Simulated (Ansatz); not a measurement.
**FeCuC4N4: start and end of a relaxation**

The guess for FeCuC4N4 was made by a generator: two interpenetrating cyanide-bridged diamond nets (P-43m, No. 215). The dimensions are guesses.

POSCAR.start

```
Fe Cu C N
1.0
     5.90687    0.00000    0.00000
     0.00000    5.90687    0.00000
     0.00000    0.00000    5.90687
Fe Cu C N
1 1 4 4
Direct
  0.00000 0.00000 0.00000
  0.50000 0.50000 0.50000
  0.18942 0.18942 0.18942
  0.18942 0.81058 0.81058
  0.81058 0.18942 0.81058
  0.81058 0.81058 0.18942
  0.30378 0.30378 0.30378
  0.30378 0.69622 0.69622
  0.69622 0.30378 0.69622
  0.69622 0.69622 0.30378
```

Method: Ansatz, DFT PBE, scalar-relativistic, plane waves, PAW. Cutoff 420 eV, Gaussian smearing, Γ-centred meshes. Cell and atoms relax on a converged mesh. The steps can't lower the symmetry of their start, moments included. Collinear spin, starting moments -4 1 0 0 0 0 0 0 0 0 μB in the order of the atoms.

POSCAR.end

```
Fe Cu C N
1.0
     5.87477    0.00000    0.00000
     0.00000    5.87477    0.00000
     0.00000    0.00000    5.87477
Fe Cu C N
1 1 4 4
Direct
  0.00000 0.00000 0.00000
  0.50000 0.50000 0.50000
  0.19459 0.19459 0.19459
  0.19459 0.80541 0.80541
  0.80541 0.19459 0.80541
  0.80541 0.80541 0.19459
  0.30956 0.30956 0.30956
  0.30956 0.69044 0.69044
  0.69044 0.30956 0.69044
  0.69044 0.69044 0.30956
```

The symmetry stays P-43m (No. 215). The volume per atom shrinks by 1.6 %, from 20.6 to 20.3 Å³. The shortest distance stays 1.17 Å (C–N).

```json
{
  "Volume per atom": "20.28 Å³",
  "Density": "1.83 g/cm³",
  "Formation energy": "+0.540 eV/atom",
  "Gap on the 6×6×6 mesh of the 10-atom cell": "0.37 eV",
  "Net moment per atom": "0.50 μB",
  "Moment by site": "Fe -3.2; Cu -0.4 μB"
}
```

The zero of energy is the elements' standard structures at the same level (N₂ as a molecule); no fitted shifts are applied. The separate elements lie lower, so it is unstable against them.

The last run used collinear spin and Gaussian smearing of 0.02 eV. Kohn–Sham gaps at this level usually fall short of measured ones. The reference form of C is held partly by dispersion forces, which this level lacks. The magnetic state reached may not be the lowest. Small gaps are read on the mesh alone, and bands can cross between its points. A structure relaxed within its symmetry needn't be a true minimum. In all, the 2 runs took 4 min on 1 thread of AMD EPYC 7B13 (Zen 3), with other jobs on the host. Site moments count only spheres around the atoms; the net moment includes the space between them.
